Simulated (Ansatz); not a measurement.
Property card for VN

VN:
```
VN
1.0
    2.92476     0.00000     0.00000
    0.00000     2.92476     0.00000
    0.00000     0.00000     5.12479
V N
2 2
Direct
  0.00000   0.50000   0.00000
  0.50000   0.00000   0.50000
  0.00000   0.00000   0.25000
  0.00000   0.00000   0.75000
```
The run is spin-polarised; directions of the spins, atom by atom: ↑ ↑ 0 0.

Space group P4_2/mmc (No. 131); conventional cell a = b = 2.9248 Å, c = 5.1248 Å, α = β = γ = 90.00°.

Method: PBE in the plane-wave PAW code Ansatz. Structure relaxed to zero pressure with the same functional. Other levels are named where they apply.

**Cell and energy**

- Volume per atom: 10.96 Å³
- Density: 4.92 g/cm³
- Formation energy from the elements (no fitted shifts): -0.43 eV/atom

**Electronic structure**

* **Electronic character**: metallic (no gap)
* **Density of states at the Fermi level**: 0.89 states/eV per atom (mean over ±0.08 eV)

**Magnetism**

* **Magnetic order**: ferromagnetic
* **Net moment**: 0.22 μB per atom

**Mechanics**

Bulk modulus (Birch–Murnaghan fit): 212 GPa
Pressure derivative B′: 4.0

A made-up cell: these elements were put on the sites of a structure type; neither database checked (COD, Materials Project) lists it. It is not the phase usual at ambient conditions (space group No. 225). The PBE relaxation kept the symmetry of its start; whether a distortion lowers the energy is not shown. The final state is ferromagnetic, the only order run, not a proven ground state. No Hubbard U is applied. Point labels and valley counts follow the cell and symmetry of the run, lower than the named group. The references are the lowest solids computed at this level, not always the standard phases (solids in place of the gases).

Potentials: the later of the program's two PAW sets.
